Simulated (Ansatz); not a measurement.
**Property card for SiMo$_{3}$**

SiMo₃:
```
CELL_PARAMETERS angstrom
      0.00000     3.08578     3.08578
      3.08578     0.00000     3.08578
      3.08578     3.08578     0.00000
ATOMIC_POSITIONS crystal
  Si 0.00000 0.00000 0.00000
  Mo 0.50000 0.50000 0.50000
  Mo 0.25000 0.25000 0.25000
  Mo 0.75000 0.75000 0.75000
```

Space group Fm-3m (No. 225); conventional cell a = b = c = 6.172 Å, α = β = γ = 90.00°.

Method: plane-wave PAW r²SCAN (Ansatz code). The cell and atoms are relaxed at this level. Other levels are named where they apply.

**Cell and energy**

```yaml
volume_per_atom: 14.69 Å³
density: 8.93 g/cm³
Formation energy from the elements (no fitted shifts): -0.060 eV/atom
```

**Electronic structure**

```yaml
electronic_character: metallic (no gap)
Density of states at the Fermi level: 0.65 states/eV per atom (mean over ±0.08 eV)
Gap with spin–orbit coupling: none (metallic)
```

**Mechanics**

```yaml
Bulk modulus (Birch–Murnaghan fit): 253 GPa
Pressure derivative B′: 4.2
Elastic constants (relaxed ions, GPa): C11 = 305, C12 = 229, C44 = 115
mechanical_stability: stable (all eigenvalues of C positive)
hill_bulk_and_shear_moduli: 254 and 74.0 GPa
Young's modulus: 202 GPa
Poisson's ratio: 0.37
debye_temperature_from_the_elastic_constants: 395 K
```

**Charges**

```yaml
bader_charges: Si -0.49, Mo +0.14 to +0.20 e
```

A made-up cell: these elements were put on the sites of a structure type; neither database checked (COD, Materials Project) lists it. COD files the formula under space group No. 223. Its standing as an ambient phase is unchecked. The r²SCAN relaxation kept the symmetry of its start; its stability against distortions is not shown here. No spin polarisation was allowed. As this level gives no gap, shear constants depend on the k-mesh and smearing (Fermi–Dirac, 0.1 eV here). The references are the lowest solids computed at this level, not always the standard phases. Spin–orbit coupling is left out wherever it is not named.

Potentials: the earlier of the program's two PAW sets.
